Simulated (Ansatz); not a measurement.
System: BN (zinc blende type), 2 atoms in the cell.

These are results of r²SCAN, plane waves, PAW datasets (earlier set, tuned by hand) in Ansatz, not measurements.

Cutoff 870 eV; k-mesh 6×6×6 Γ-centred; Fermi–Dirac smearing of 0.02 eV; no spin polarisation.

```
B N
1.0
     0.00000    1.81500    1.81500
     1.81500    0.00000    1.81500
     1.81500    1.81500    0.00000
B N
1 1
Direct
  0.00000 0.00000 0.00000
  0.25000 0.25000 0.25000
```

Question: Is the cell under compression or tension, and by how much?

Answer: The pressure is -6.21 GPa, so at these settings the cell is stretched and would shrink.

The stress includes the program's correction for the finite plane-wave basis.
